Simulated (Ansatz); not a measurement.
Starting cell, TaN (rock salt):

```
TaN
1.0
    0.00000     4.39591     4.39591
    2.19795     0.00000     2.19795
    2.19795     2.19795     0.00000
N Ta
2 2
Direct
  0.00000   0.00000   0.00000
  0.50000   0.00000   0.00000
  0.25000   0.50000   0.50000
  0.75000   0.50000   0.50000
```

A phonon eigenvector at L = (0.5, 0.0, 0.0) is frozen into this cell: atom i moves by Q times the vector below, so Q is the largest atomic displacement, in Å. The cell is held. (q is in reciprocal vectors of the primitive cell; the cell shown is doubled to hold the pattern.)

| atom | x | y | z |
|---|---|---|---|
| N1 | 0.577 | -0.577 | -0.577 |
| N2 | -0.577 | 0.577 | 0.577 |

Atoms not listed stay in place.

Computed with r2SCAN (plane waves to 500 eV, PAW, scalar-relativistic; Ansatz, a first-principles code). k mesh 9×18×18 (Γ-centred), Fermi-Dirac smearing 0.05 eV. E stands for the smeared free energy. With partly filled bands, energies and forces of such displacements shift with the k mesh and the smearing. Spin-orbit coupling is left out, though Ta is heavy. TaN is run without spin polarisation. TaN was relaxed with its symmetry unable to fall. The PAW data are Ansatz's earlier set. This is a high-temperature form of TaN. The zero of ΔE is the undisplaced structure.

| Q (Å) | ΔE (meV/cell) |
|---|---|
| -0.100 | 117 |
| -0.067 | 51 |
| -0.033 | 13 |
| 0.000 | 0 |
| 0.033 | 13 |
| 0.067 | 51 |
| 0.100 | 117 |

Q: Which DFPT wavenumber at L = (0.5, 0.0, 0.0) belongs to this mode?
A. 91 cm⁻¹
B. 473 cm⁻¹
C. 576 cm⁻¹

A: B, 473 cm⁻¹. The curvature of the scan gives 473 cm⁻¹

(A displaced cell: forces are minus the slopes of the energy, force constants its curvatures, and phonons follow from these.)
